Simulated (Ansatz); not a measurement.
SiO₂:
```xyz
6
Lattice="4.1852 0.0000 0.0000 0.0000 4.1852 0.0000 0.0000 0.0000 2.6688" Properties=species:S:1:pos:R:3 pbc="T T T"
Si     0.0000     0.0000     0.0000
Si     2.0926     2.0926     1.3344
O      1.2811     1.2811     0.0000
O      3.3737     0.8115     1.3344
O      0.8115     3.3737     1.3344
O      2.9041     2.9041     0.0000
```

Relaxed with r²SCAN.

### Question
Decompose the optical modes at the zone centre into irreducible representations, and say which are infrared and Raman allowed.

### Answer
Point group 4/mmm: Γ_opt = A1g + A2g + A2u + B1g + 2B1u + B2g + Eg + 3Eu. Infrared: A2u, Eu. Raman: A1g, B1g, B2g, Eg.

### Question
Assign frequencies (DFPT, DFT-r²SCAN in the program Ansatz with PAW potentials; without the LO–TO term).

### Answer
B1g 232, B1u 390, Eu 465, Eu 576, Eg 586, A2g 611, A2u 654, A1g 754, B1u 757, Eu 830, B2g 957 cm⁻¹.

Subscripts of B labels follow the axes of the standard setting.

Space group P4_2/mnm (rutile). This is a known high-pressure phase of the composition, computed here at zero pressure and temperature. The cell was relaxed with r²SCAN under the symmetry of its start; of distortions, only those at the zone centre were tested.

Potentials: the later of the program's two PAW sets.
